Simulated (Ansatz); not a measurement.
# Is this ScGa3N2 structure a true minimum?

The structure comes from a generated guess, relaxed at this level; another structure or a mixture of phases may lie lower.

Computed with DFT PBE, scalar-relativistic, plane waves, PAW in Ansatz. Settings: cutoff 420 eV, Γ-centred mesh 12×12×4 on the computed 6-atom cell, Gaussian smearing of 0.10 eV; no spin polarisation.

The cell below (6 atoms, space group P3m1 (No. 156)) is relaxed within its symmetry.

```yaml
crystal:
  lattice:
    - [3.23274, 0.00000, 0.00000]
    - [-1.61637, 2.79964, 0.00000]
    - [0.00000, 0.00000, 9.97374]
  atoms:
    - { symbol: Sc, position: [0.66667, 0.33333, 0.72688] }
    - { symbol: Ga, position: [0.66667, 0.33333, 0.26506] }
    - { symbol: Ga, position: [0.00000, 0.00000, 0.50088] }
    - { symbol: Ga, position: [0.00000, 0.00000, 0.99537] }
    - { symbol: N, position: [0.66667, 0.33333, 0.93284] }
    - { symbol: N, position: [0.00000, 0.00000, 0.19437] }
```

For the test a repeat of it with 12 atoms (edges 3.23, 5.60, 9.97 Å) was strained at random (σ = 1.5 % a component), the atoms were moved at random (σ = 0.05 Å), and all was relaxed again on a coarse 6×4×2 mesh (in the run’s order of axes) with 0.20 eV smearing, with no symmetry imposed.

Task: Is the structure stable against such a distortion?

Result: It doesn't return. The energy falls by 49 meV/atom on that mesh, the volume changes by 2.0 %, and the end has space group R3m (No. 160) at a loose tolerance. Relaxed again on a 12×12×12 mesh with 0.10 eV smearing, the new structure lies 43 meV/atom below the first (mesh in the axes of the run's cell; the cell below is made exact in the group named). Space group R3m (No. 160), trigonal, a = 3.239 Å, c = 30.406 Å. Sc is surrounded by 1 N at 2.04 Å, 3 Ga at 2.92 Å and 6 Sc at 3.24 Å; Ga on its first site has 3 N at 1.99 Å and 1 Ga at 2.55 Å; around Ga on its second site lie 1 Ga at 2.55 Å, 3 Sc at 2.92 Å and 6 Ga at 3.24 Å; N on its first site has 3 Ga at 1.98 Å and 1 Sc at 2.04 Å; 2 more sites not described.

Space group R3m:H (No. 160). a = 3.239 Å, b = 3.239 Å, c = 30.406 Å, α = 90.00°, β = 90.00°, γ = 120.00°
```tsv
atom	site	symmetry	x	y	z
Sc	3a	3m	0.3333	0.6667	0.2621
Ga	3a	3m	0.6667	0.3333	0.1046
Ga	3a	3m	0.6667	0.3333	0.1884
Ga	3a	3m	0.0000	0.0000	0.0174
N	3a	3m	0.3333	0.6667	0.3292
N	3a	3m	0.0000	0.0000	0.0819
```
